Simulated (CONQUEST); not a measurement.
Band structure of AlN (P6_3mc, 8 atoms in the cell; from Materials Project mp-661).

```
CELL_PARAMETERS angstrom
      3.12859     0.00000     0.00000
      0.00000     5.41888     0.00000
      0.00000     0.00000     5.01696
ATOMIC_POSITIONS crystal
  Al 0.50000 0.16667 0.49929
  Al 0.00000 0.33333 0.99929
  Al 0.00000 0.66667 0.49929
  Al 0.50000 0.83333 0.99929
  N  0.50000 0.16667 0.88071
  N  0.00000 0.33333 0.38071
  N  0.00000 0.66667 0.88071
  N  0.50000 0.83333 0.38071
```

Computed with PBE, numerical atomic orbitals double-zeta with polarisation (the shipped basis), PseudoDojo norm-conserving potentials made for PBE in CONQUEST.

Settings: basis = DZP; Diag.MPMeshX, Y, Z = 6 3 4; potentials = PseudoDojo norm-conserving PBE; Grid.GridCutoff = 175 Ha; DM.SolutionMethod = diagon; Diag.kT = 0.001837 Ha; Diag.GammaCentred = true; minE.SCTolerance = 1.0e-07; SC.MaxIters = 100; SC.LinearMixingFactor = 0.5; AtomMove.TypeOfRun = static.

The program uses no crystal symmetry, so grid and mesh can part values that symmetry would make equal. The atom-centred basis is finite, which shifts total energies, pressures and forces against plane waves. The structure comes from a collection of computed structures, made at another level of theory; the collection holds predicted forms beside known ones.

### Question
Predict the gap along the standard path.

### Answer
The gap along the path of this cell's zone is 4.22 eV.

Points are given in units of this cell's reciprocal vectors. Levels in eV from the top of the valence band on the path, bands 13 to 17:
```json
[
 {"point": "Γ (0 0 0)", "13": "-0.73", "14": "-0.24", "15": "-0.24", "16": "0.00", "17": "4.22"},
 {"point": "X (-0.5 0 0)", "13": "-1.81", "14": "-1.81", "15": "-1.47", "16": "-1.47", "17": "5.69"},
 {"point": "S (-0.5 0 -0.5)", "13": "-1.02", "14": "-1.02", "15": "-1.02", "16": "-1.02", "17": "6.60"},
 {"point": "Y (0 0 -0.5)", "13": "-0.56", "14": "-0.56", "15": "-0.56", "16": "-0.56", "17": "5.24"},
 {"point": "Z (0 -0.5 0)", "13": "-0.47", "14": "-0.47", "15": "-0.46", "16": "-0.46", "17": "6.19"},
 {"point": "U (-0.5 -0.5 0)", "13": "-1.79", "14": "-1.79", "15": "-0.73", "16": "-0.73", "17": "5.72"},
 {"point": "R (-0.5 -0.5 -0.5)", "13": "-1.40", "14": "-1.40", "15": "-1.40", "16": "-1.40", "17": "5.24"},
 {"point": "T (0 -0.5 -0.5)", "13": "-1.07", "14": "-1.07", "15": "-1.07", "16": "-1.07", "17": "6.54"}
]
```

Higher empty bands are left out: an atom-centred basis made for the valence describes them poorly.

The labels belong to the zone of the cell as typed, which is larger than the primitive one, so the bands are folded: a gap that looks direct here can be indirect in the primitive zone.
